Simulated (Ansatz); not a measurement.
## BaZrO3 in the perovskite structure

**The experiment.** The Crystallography Open Database holds a cell as deposited of cubic BaZrO3 (space group Pm-3m), temperature not stated (2003): a = 4.191 Å, 14.73 Å³/atom.

Level of theory: DFT, r²SCAN, scalar-relativistic, no spin polarisation; plane waves to 500 eV with PAW datasets (Ansatz 0.2.0), 6×6×6 k-mesh, Gaussian smearing of 0.05 eV. The datasets are Ansatz's generated set soft_2.

```cif
data_structure
_symmetry_space_group_name_H-M 'Pm-3m'
_symmetry_Int_Tables_number 221
_cell_length_a 4.2050
_cell_length_b 4.2050
_cell_length_c 4.2050
_cell_angle_alpha 90.000
_cell_angle_beta 90.000
_cell_angle_gamma 90.000
_cell_volume 74.36
loop_
_atom_site_label
_atom_site_type_symbol
_atom_site_symmetry_multiplicity
_atom_site_Wyckoff_symbol
_atom_site_fract_x
_atom_site_fract_y
_atom_site_fract_z
_atom_site_occupancy
Ba1 Ba 1 a 0.00000 0.00000 0.00000 1
Zr1 Zr 1 b 0.50000 0.50000 0.50000 1
O1 O 3 c 0.00000 0.50000 0.50000 1
```

The start was a prototype's sites filled with these elements; the Crystallography Open Database holds the compound in this structure. The ideal cubic cell shuts out tilts of the octahedra, which such structures often take.

The cell above was scaled in volume, its shape and atoms being fixed by the lattice's symmetry. Energies are counted from the cell above.

```tsv
V (Å³/atom)	ΔE (meV/atom)	P (GPa)	gap on the mesh (eV)
14.28	13.0	7.3	3.84
14.57	3.1	3.4	3.78
14.87	0.0	0.0	3.73
15.17	2.9	-3.1	3.68
15.47	?	?	?
15.91	32.9	-9.5	3.55
```

Fill in the withheld row.

ΔE (meV/atom): 11.3, P (GPa): -5.9, gap on the mesh (eV): 3.63.

What do the points give for the equilibrium volume, the bulk modulus and its pressure derivative (third-order Birch–Murnaghan)?

V0 = 14.87 Å³/atom, B0 = 163 GPa, B0′ = 4.3.

B0·V0 = 163.2 GPa × 14.87 Å³ = 15.15 eV/atom sets the scale: near the minimum ΔE ≈ ½ B0 V0 x², with x = V/V0 − 1, and a pressure of 1.6 GPa squeezes the volume by about 1 %. At the ends of the curve: x = −4.0 % predicts 12.1 meV/atom and the run gives 13.0; x = +7.0 % predicts 37.1 meV/atom and the run gives 32.9. The lopsidedness is anharmonic: atoms resist being pushed together more than being pulled apart.

**Comparison.** The computed cell (4.205 Å, 14.87 Å³/atom) differs from the database's by +1.0 % in volume, about +0.3 % in length. The static lattice lacks zero-point motion and thermal expansion, roughly 0.5 to 1.3 % in volume at 300 K (room temperature assumed) by Grüneisen's rule, γ·3k_BT/(B0·V0) with γ of 1 to 2.5, so this level's own overestimate is larger than the figure, nearer 1.5 to 2.3 %.

Kohn–Sham gaps of semilocal functionals lie under measured ones, often by a third or more. Spin–orbit coupling, which matters for such heavy elements, is left out.
